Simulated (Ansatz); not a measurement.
A generator proposed this cell of CsMg2Br2.

```
CELL_PARAMETERS angstrom
5.93438 0.00000 0.00000
-2.96719 5.13932 0.00000
0.00000 0.00000 5.22106
ATOMIC_POSITIONS crystal
Cs 0.00000 0.00000 0.50000
Mg 0.33333 0.66667 0.50000
Mg 0.66667 0.33333 0.50000
Br 0.33333 0.66667 0.00000
Br 0.66667 0.33333 0.00000
```

All numbers below come from DFT PBE, scalar-relativistic, plane waves, PAW in Ansatz 0.2.0. Plane waves to 420 eV, a k mesh through Γ of 3×3×4 on the computed 5-atom cell and Gaussian smearing (0.10 eV); no spin polarisation.

Formation energies are uncorrected and refer to the elements' standard structures at the same level. The references include crystalline Br.

**Question.** What does a single point on this coarse mesh give?

**Answer.** The pressure is 5.1 GPa (the mean over three directions, positive in compression), the largest force is 0.00 eV/Å (symmetry fixes the atoms), and the energy is −0.34 eV/atom against the elements. The shortest distance is 2.61 Å.

**Question.** Is it a good guess?

**Answer.** A fair one: relaxing gains about 0.17 eV/atom (the start's value is from the coarse mesh, so the gain is rough) in 10 ionic steps and ends at −0.51 eV/atom on the finer mesh. The symmetry stays P6/mmm (No. 191). The volume per atom grows by 38.6 %, from 31.8 to 44.1 Å³. The shortest distance goes from 2.61 Å (Mg–Br) to 2.70 Å (Mg–Br). The ratio c/a of the conventional cell changes by a factor of 0.90. Conventional cell: a = 6.863 Å, c = 5.410 Å. Cs has 6 Mg at 3.96 Å; around Mg lie 2 Br at 2.70 Å, 3 Cs at 3.96 Å and 3 Mg at 3.96 Å; around Br lie 2 Mg at 2.70 Å.

The last run used a 6×6×8 mesh (in the run's order of axes) for its 5-atom cell and Gaussian smearing of 0.10 eV. An odd number of electrons in the primitive cell allows no gap without spin; a larger cell or a magnetic state could open one. The reference form of Br is held partly by dispersion forces, which this level lacks. The relaxation can't lower the symmetry of the start, and the grade says only how near the guess is to its own end. A structure relaxed within its symmetry needn't be a true minimum.
